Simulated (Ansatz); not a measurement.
An Ansatz (a first-principles code) input:

Ansatz 0.2 input:
```yaml
crystal:
  lattice:
    - [2.223033241, 1.2834688401, 7.2590891108]
    - [-2.223033241, 1.2834688401, 7.2590891108]
    - [0.0, -2.5669376803, 7.2590891108]
  atoms:
    - { symbol: Cd, position: [0.0052329617, 0.0052329617, 0.0052329617] }
    - { symbol: Cd, position: [0.4949231777, 0.4949231777, 0.4949231777] }
    - { symbol: Te, position: [0.623883643, 0.623883643, 0.623883643] }
    - { symbol: Se, position: [0.1259642176, 0.1259642176, 0.1259642176] }
kpoints:
  mp_grid: { grid: [6, 6, 6] }
  band_path:
    path:
      - [[0.0, 0.0, 0.0], [0.5, 0.5, 0.5], [0.8124924969, 0.1875075031, 0.5]]  # Γ-T-H_2
      - [[0.5, -0.1875075031, 0.1875075031], [0.5, 0.0, 0.0], [0.0, 0.0, 0.0], [0.3437537515, -0.3437537515, 0.0]]  # H_0-L-Γ-S_0
      - [[0.6562462485, 0.0, 0.3437537515], [0.5, 0.0, 0.5], [0.0, 0.0, 0.0]]  # S_2-F-Γ
    npoints: 10
basis: { xc_grid: 2 }
hamiltonian:
  xc: pbesol
  pseudopotentials: { kind: paw }
magnetization: { noncollinear: true, spin_orbit: true }
scf:
  n_extra_bands: 12
  convergence: { dr2_threshold: 0.0000000001 }
  occupations: { method: gaussian, width: 0.05 }
output: { eigenvalues: true }
```

Q: How many symmetry operations and irreducible k-points will the run report?

A: 6 operations, 32 of 216 k-points.

Q: With a cutoff of 420 eV, how many plane waves at Γ?

A: 2437.

It took very roughly 4 core-minutes on shared server cores.

Space group R3m. The first step of the workflow began from a Materials Project structure, measured or hypothetical; the Crystallography Open Database copy checked does not list it. Its standing as an ambient phase is unchecked. The PBEsol relaxation kept the symmetry of its start; of distortions, only those at the zone centre were tested.

Potentials: the later of the program's two PAW sets.

Ansatz is a plane-wave DFT program.
